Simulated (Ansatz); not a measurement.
## SrVO3 (Pm-3m)

All numbers are calculated (r²SCAN+U, U_eff = 4.0 eV (Dudarev form) on V d, fully localised double counting, collinear spin, scalar-relativistic, 500 eV, PAW set soft_2 (made for PBE), 5×5×5 mesh, Gaussian smearing of 0.05 eV) with the plane-wave PAW code Ansatz.

```yaml
crystal:
  lattice:
    - [3.84090, 0.00000, 0.00000]
    - [0.00000, 3.84090, 0.00000]
    - [0.00000, 0.00000, 3.84090]
  atoms:
    - { symbol: Sr, position: [0.50000, 0.50000, 0.50000] }
    - { symbol: V, position: [0.00000, 0.00000, 0.00000] }
    - { symbol: O, position: [0.50000, 0.00000, 0.00000] }
    - { symbol: O, position: [0.00000, 0.50000, 0.00000] }
    - { symbol: O, position: [0.00000, 0.00000, 0.50000] }
```

The structure is that of a cell as deposited in COD, unrelaxed.

Cell and atoms stay fixed. Atoms count from 1 in the text and from 0 in parts of the program's output.

Two runs on this cell converged from different starts. The ends of their outputs, energies left out (λ are the eigenvalues of a shell's occupation matrix):

Run A:

```
Magnetization: 1.0000 μB (21.0000 up, 20.0000 down)
Absolute magnetization: 1.1815 μB (∫|ρ↑−ρ↓|, with the PAW one-centre terms)
Per-site moments (μB) at R_I (Å): [(0.00122, 1.12032), (0.84908, 0.79219), (-0.02139, 0.79219), (-0.02139, 0.79219), (-0.02139, 0.79219)]
Fermi energy:    11.268488 eV
--- Forces (eV/Å), atoms counted from 1 ---
  atom   1  Sr     0.00000000     0.00000000     0.00000000
  atom   2  V      0.00000000     0.00000000     0.00000000
  atom   3  O      0.00000000     0.00000000     0.00000000
  atom   4  O      0.00000000     0.00000000     0.00000000
  atom   5  O      0.00000000     0.00000000     0.00000000
--- Stress (GPa, compression-positive) ---
        4.221072      -1.701275       1.701275
       -1.701275       4.221072       1.701275
        1.701275       1.701275       4.221072
  P = ⅓ Tr σ = 4.2211 GPa (42.211 kbar)
--- Löwdin populations: 5 sites ---
  site symbol       q [e]    m [muB]
     0     Sr      8.2508     0.0047
     1      V     11.5068     1.0545
     2      O      6.9702    -0.0251
     3      O      6.9702    -0.0251
     4      O      6.9702    -0.0251
--- Occupation matrices: 1 shell (run DFT+U table (all-electron-ortho-atomic); ε = 7.09e-4) ---
  V1 d_3D up     Tr n = 2.0734  λ = 0.216 0.216 0.328 0.328 0.985
  V1 d_3D dn     Tr n = 1.0237  λ = 0.121 0.161 0.161 0.290 0.290
```

Run B:

```
Magnetization: 1.0000 μB (21.0000 up, 20.0000 down)
Absolute magnetization: 1.7611 μB (∫|ρ↑−ρ↓|, with the PAW one-centre terms)
Per-site moments (μB) at R_I (Å): [(-0.00022, 1.12032), (1.02699, 0.79219), (-0.11190, 0.79219), (-0.11190, 0.79219), (-0.11190, 0.79219)]
Entropy (-TS):   -0.003549 eV (-0.710 meV/atom)
Fermi energy:    11.500307 eV
--- Forces (eV/Å), atoms counted from 1 ---
  atom   1  Sr     0.00000000     0.00000000     0.00000000
  atom   2  V      0.00000000     0.00000000     0.00000000
  atom   3  O      0.00000000     0.00000000     0.00000000
  atom   4  O      0.00000000     0.00000000     0.00000000
  atom   5  O      0.00000000     0.00000000     0.00000000
--- Stress (GPa, compression-positive) ---
        2.580088       0.000000       0.000000
        0.000000       2.580088       0.000000
        0.000000       0.000000       2.580088
  P = ⅓ Tr σ = 2.5801 GPa (25.801 kbar)
--- Löwdin populations: 5 sites ---
  site symbol       q [e]    m [muB]
     0     Sr      8.2432    -0.0002
     1      V     11.6284     1.4214
     2      O      6.9370    -0.1462
     3      O      6.9370    -0.1462
     4      O      6.9370    -0.1462
--- Occupation matrices: 1 shell (run DFT+U table (all-electron-ortho-atomic); ε = 2.97e-3) ---
  V1 d_3D up     Tr n = 2.3161  λ = 0.303 0.303 0.570 0.570 0.570
  V1 d_3D dn     Tr n = 0.9050  λ = 0.122 0.122 0.122 0.269 0.269
```

Question: Which run lies higher in energy, by how much, and why?

Answer: Run B, by 58.6 meV/atom. Run B has no gap on the mesh (a metal), yet a whole-number cell moment of 1 μB, as a half-metal would have; run A has a gap of 0.35 eV and a whole-number cell moment of 1 μB, as a collinear insulator must have. Run B kept 48 symmetry operations, run A 12. Run B spreads its shell electrons over partly filled bands where run A fills whole orbitals. With J = 0 the Hubbard energy is (U/2) Σ λ(1 − λ), a penalty on fractional natural occupations. The sums Σ λ(1 − λ) over the cell's shells are 1.58 for run A and 1.87 for run B, which at U/2 = 2.00 eV give 3.17 and 3.75 eV per cell. Of the difference of 0.29 eV per cell, the Hubbard term gives 0.58 eV and all other terms -0.29 eV, so the Hubbard term alone decides the order: the other terms favour run B. The other terms are taken on each state's own density, so they aren't the result of a run without U.

With one V ion in the cell, V moments can't oppose each other.

In the lower state the fixed cell carries a pressure of 4.2 GPa (the cell is smaller than this level of theory would relax to); relaxing would change energies and could change the order of close states.

Run B started from: typed shells with each spin channel wholly full or empty (0+0 electrons), moments V2 0.30 μB, occupations held for 5 iterations. Run A started from atoms, default search, moments V2 1.00 μB. At this level the cell was started in 11 ways. Run A holds the lowest state found for this cell, which doesn't make it the ground state. For metallic states the mesh is coarse, so energy differences carry some meV/atom. U wasn't fitted or computed for this material, so the results show what this U gives and needn't match the real solid. A gap on the mesh alone may shrink between mesh points.
